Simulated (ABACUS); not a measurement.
Consider a self-consistent single point of Ge₂Mo (I4/mmm, 6 atoms in the cell; from Materials Project mp-10201, changed as shown).

```
CELL_PARAMETERS angstrom
      3.25379     0.00000     0.00000
      0.00000     3.25379     0.00000
      0.00000     0.00000     8.02265
ATOMIC_POSITIONS crystal
  Ge 0.50000 0.50000 0.16167
  Ge 0.00000 0.00000 0.33833
  Ge 0.00000 0.00000 0.66167
  Ge 0.50000 0.50000 0.83833
  Mo 0.00000 0.00000 0.00000
  Mo 0.50000 0.50000 0.50000
```

Method: LDA (PW92), PseudoDojo 0.4 standard norm-conserving LDA (tails mended) pseudopotentials (plane waves; ABACUS).

ABACUS settings:

```
setting                                                               value
---------------  ----------------------------------------------------------
KPT                                                     Gamma 12 12 4 0 0 0
basis_type                                                               pw
dft_functional                                                        PWLDA
ecutwfc                                                               80 Ry
smearing_method                                                          fd
smearing_sigma                                                0.00734986 Ry
potentials       PseudoDojo 0.4 standard norm-conserving LDA (tails mended)
symmetry                                                                  1
symmetry_prec                                                         1e-05
ks_solver                                                      dav_subspace
scf_nmax                                                                100
scf_thr                                                          1.0e-09 Ry
mixing_type                                                           pulay
mixing_beta                                                             0.7
```

Results:

```
Item                                                       Value
------------------------------------------------  --------------
Number of valence electrons                                   84
Number of bands                                               52
Number of k-points after the program's reduction              84
Number of plane waves (most at a k-point)                   6980
Number of SCF iterations                                      11
FFT grid                                            36 × 36 × 90
Free energy E − TS                                -13543.9766 eV
Fermi level (on the code's own zero)                    19.11 eV
Pressure                                                5.80 GPa
Largest force (vector length)                         0.204 eV/Å
```

Forces (eV/Å):
| atom | Fx | Fy | Fz |
|---|---|---|---|
| Ge1 | 0.000 | 0.000 | 0.203 |
| Ge2 | 0.000 | 0.000 | -0.204 |
| Ge3 | 0.000 | 0.000 | 0.204 |
| Ge4 | 0.000 | 0.000 | -0.203 |
| Mo5 | 0.000 | 0.000 | 0.000 |
| Mo6 | 0.000 | 0.000 | 0.000 |

Stress (GPa, positive for compression):
```
4.82  0.00  0.00
0.00  4.82  0.00
0.00  0.00  7.77
```

For comparison: a first run was changed to give this one (lattice scaled by 0.98), and from it to this one the free energy goes down by 1.4 meV/atom, the pressure goes from -5.69 to 5.80 GPa and the largest force goes from 0.011 to 0.204 eV/Å.

The structure comes from a collection of computed structures, made at another level of theory; the collection holds predicted forms beside known ones.

Cost on one core: very roughly 7 core-minutes.

“Tails mended”: in these copies of the files the far tail of each local potential was reset to the Coulomb form.
